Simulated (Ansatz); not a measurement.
SrLi₂Ta₂O₇:
```
SrLi2Ta2O7
1.0
   -1.97109     1.97109     9.08524
    1.97109    -1.97109     9.08524
    1.97109     1.97109    -9.08524
Li Sr Ta O
2 1 2 7
Cartesian
  0.00000   1.97109   4.54262
  1.97109   0.00000   4.54262
  0.00000   0.00000   0.00000
  0.00000   0.00000  11.16977
  0.00000   0.00000   7.00071
  0.00000   0.00000   9.08524
  1.97109   0.00000   1.88773
  0.00000   1.97109   7.19751
  0.00000   1.97109   1.88773
  1.97109   0.00000   7.19751
  0.00000   0.00000   5.12219
  0.00000   0.00000  13.04829
```

Relaxed with PBEsol.

**Question.** Map the valence electron density (e/Å³), cut off at 3 on the plane through (0.750, 0.250, 0.500) spanned by u = [1, 1, 0] and v = [1, 0, 1] in lattice vectors, from PBEsol in the plane-wave PAW code Ansatz.

**Answer.** x is the fraction of u, y of v (the angle between them is 90°; rows are the nearest grid lines); atoms in the plane: Li at (0.00, 0.00), Li at (0.50, 0.00), Sr at (0.75, 0.50), Ta at (0.36, 0.50), Ta at (0.14, 0.50), O at (0.25, 0.50), O at (0.35, 0.00), O at (0.15, 0.00), O at (0.85, 0.00), O at (0.65, 0.00).
```
y \ x  0.000  0.100  0.175  0.275  0.375  0.450  0.550  0.625  0.725  0.825  0.900   1.00
-----  -----  -----  -----  -----  -----  -----  -----  -----  -----  -----  -----  -----
1.00    3.00  0.613   2.71  0.065   3.00  0.046  0.046   3.00  0.065   2.71  0.613   3.00
0.900   2.54  0.451   1.49  0.070   2.54  0.055  0.035   2.39  0.069   1.45  0.411   2.54
0.850  0.381  0.337  0.850  0.086   1.34  0.083  0.029   1.11  0.090  0.773  0.262  0.381
0.750  0.184  0.288  0.365  0.237  0.746  0.292  0.025  0.220  0.374  0.206  0.086  0.184
0.700  0.337  0.484  0.410  0.480   1.60  0.628  0.027  0.103  0.856  0.122  0.047  0.337
0.600   1.16   1.99   1.45   1.97   3.00   2.96  0.034  0.029   2.37  0.085  0.018   1.16
0.550   1.79   2.76   2.13   3.00   3.00   3.00  0.037  0.021   2.71  0.089  0.014   1.79
0.450   1.79   2.76   2.12   3.00   3.00   3.00  0.037  0.021   2.71  0.089  0.014   1.79
0.400   1.16   1.99   1.45   1.98   3.00   2.95  0.034  0.029   2.37  0.085  0.018   1.16
0.300  0.337  0.483  0.410  0.480   1.60  0.628  0.027  0.103  0.856  0.122  0.047  0.337
0.250  0.184  0.288  0.365  0.237  0.746  0.292  0.025  0.220  0.374  0.206  0.086  0.184
0.150  0.381  0.337  0.851  0.086   1.34  0.083  0.030   1.11  0.090  0.773  0.261  0.381
0.100   2.54  0.451   1.49  0.070   2.54  0.055  0.036   2.39  0.069   1.45  0.410   2.54
0.000   3.00  0.613   2.71  0.065   3.00  0.046  0.046   3.00  0.065   2.71  0.613   3.00
```

The density is the valence pseudo-density with augmentation charge, so density and ELF within about 1 Å of a nucleus are not all-electron values.

Space group I4/mmm. The workflow started from a Materials Project entry (that database holds measured and hypothetical structures alike); the Crystallography Open Database files this formula in space group No. 139, but the cells were not matched. Its standing as an ambient phase is unchecked. The PBEsol relaxation kept the symmetry of its start; whether a distortion lowers the energy is not shown. The run is not spin-polarised. Spin–orbit coupling is left out wherever it is not named.

Potentials: the later of the program's two PAW sets.
